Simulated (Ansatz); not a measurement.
Clean, relaxed (001) surface of Tl, space group P6_3/mmc (No. 194) (top face towards +c; atoms held fixed, by place in the list: 1, 2):

```xyz
5
Lattice="3.5019 0.0000 0.0000 -1.7509 3.0327 0.0000 0.0000 0.0000 27.7880" Properties=species:S:1:pos:R:3 pbc="T T T"
Tl    1.7509    1.0109    8.5000
Tl    0.0000    2.0218   11.1970
Tl    1.7509    1.0109   13.8793
Tl    0.0000    2.0218   16.5606
Tl    1.7509    1.0109   19.2714
```

All numbers below come from Ansatz, DFT PBEsol, scalar-relativistic, plane waves, PAW. Cutoff 420 eV; k points 9×9×1 on the computed 5-atom cell (Γ-centred); Gaussian smearing, width 0.10 eV; no spin polarisation. The cell repeats along c with a dipole correction in the vacuum.

The adsorption energy is E(slab + adsorbate) − E(slab) − E(free adsorbate, spin-polarised where open-shell). With the adsorbate the cell is lengthened along c to keep the vacuum.

(1) CH is put at the hollow (Tl-Tl-Tl) at (0.00, 0.00) site, one adsorbate per 10.6 Å². What structure does it relax to?

Each end is the local minimum or symmetric point that its start leads to.

For at least one of the starts the bottom face's work function also shifts by over 0.1 eV: the slab is too thin to screen the adsorbate, so the work functions aren't converged with thickness.

The adsorbed runs have no spin polarisation, so weakly bound open-shell ends lie too high.

## Answers

(1) E_ads = -3.65 eV. Contacts: C–Tl 2.14 Å. Bonds within the adsorbate: C–H 1.11 Å.

```xyz
7
Lattice="3.5019 0.0000 0.0000 -1.7509 3.0327 0.0000 0.0000 0.0000 30.8880" Properties=species:S:1:pos:R:3 pbc="T T T"
Tl    1.7509    1.0109    8.5000
Tl    0.0000    2.0218   11.1970
Tl    1.7509    1.0109   13.7992
Tl    0.0000    2.0218   16.4888
Tl    1.7509    1.0109   19.1365
C     0.0000    0.0000   19.8357
H     0.0000    0.0000   20.9448
```